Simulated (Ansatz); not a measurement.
Computed properties of CuCl

CuCl:
```cif
data_Cl3Cu3
_chemical_formula_sum 'Cu3 Cl3'
_space_group_name_H-M_alt 'P 1'
_space_group_IT_number 1
_cell_length_a 3.98109
_cell_length_b 3.98109
_cell_length_c 8.96708
_cell_angle_alpha 90.000
_cell_angle_beta 90.000
_cell_angle_gamma 120.000
loop_
_space_group_symop_operation_xyz
  'x, y, z'
loop_
_atom_site_label
_atom_site_type_symbol
_atom_site_fract_x
_atom_site_fract_y
_atom_site_fract_z
_atom_site_occupancy
Cu1 Cu 0.22006 0.00000 0.33333 1
Cu2 Cu 0.00000 0.22006 0.66667 1
Cu3 Cu 0.77994 0.77994 0.00000 1
Cl1 Cl 0.56283 0.00000 0.83333 1
Cl2 Cl 0.00000 0.56283 0.16667 1
Cl3 Cl 0.43717 0.43717 0.50000 1
```

Space group P3_121 (No. 152); conventional cell a = b = 3.981 Å, c = 8.967 Å, α = β = 90.00°, γ = 120.00°.

Method: PBEsol in the plane-wave PAW code Ansatz. Geometry: relaxed at this level of theory. Other levels are named where they apply.

Cell and energy:

```
Quantity                                                      Result
-----------------------------------------------------  -------------
Volume per atom                                             20.51 Å³
Density                                                   4.01 g/cm³
Formation energy from the elements (no fitted shifts)  -0.28 eV/atom
```

Electronic structure:

```
Property                                                                   Value
----------------------------------------  --------------------------------------
Band gap                                                      2.06 eV (indirect)
Valence-band maximum                                                        at H
Conduction-band minimum                                                     at Γ
Smallest direct gap on the standard path                                 2.32 eV
Electron effective mass                   0.53, 0.88, 0.88 mₑ (principal values)
Hole effective mass                          1.1, 3.0, 3.0 mₑ (principal values)
```

Magnetism:

```
Property                                          Result
--------------  ----------------------------------------
Magnetic order  non-magnetic (starting moments vanished)
```

Dielectric response:

```
Property                                                     Result
----------------------------------------  -------------------------
Electronic dielectric constant ε∞ (DFPT)  4.35 (xx = yy), 4.76 (zz)
Born charges (a third of the trace)            Cu +0.76, Cl -0.76 e
```

Phonons:

```
Item                                                                         Result
--------------------------------------------------  -------------------------------
Highest zone-centre frequency (without LO–TO term)                         384 cm⁻¹
Zone-centre stability                               unstable, softest mode 22i cm⁻¹
```

The start of the workflow was typed in or built on a structure type; neither database checked (COD, Materials Project) lists it. It is not the phase usual at ambient conditions (space group No. 216). Symmetry was held in the PBEsol relaxation; phonons show weakly imaginary modes. The workflow began spin-polarised and lost its moments. The references are the lowest solids computed at this level, not always the standard phases (solids in place of the gases).

Potentials: the later of the program's two PAW sets.
